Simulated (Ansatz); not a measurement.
**Question.** BN in space group P6_3mc (No. 186; Pearson symbol hP12) is relaxed with plane-wave PAW PBE (Ansatz code). What lattice parameters of the conventional cell result?

**Answer.** a = 2.560 Å, c = 12.595 Å.

**Question.** Give the free coordinates with the occupied sites.

**Answer.** In one choice of origin and axes:

```csv
atom,site,symmetry,x,y,z
B,2a,3m.,0.0000,0.0000,0.0001
B,2b,3m.,0.3333,0.6667,0.3327
B,2b,3m.,0.6667,0.3333,0.1666
N,2a,3m.,0.0000,0.0000,0.3744
N,2b,3m.,0.3333,0.6667,0.2081
N,2b,3m.,0.6667,0.3333,0.0419
```

**Question.** Is it a metal or does it have a gap at this level?

**Answer.** A gap of 5.19 eV, indirect.

The cell is a constructed one: a structure type filled with these elements. Its sites differ from those of the usual phase in this space group: another stacking or structure type. Symmetry was held in the PBE relaxation; its stability against distortions is not shown here.

Potentials: the later of the program's two PAW sets.
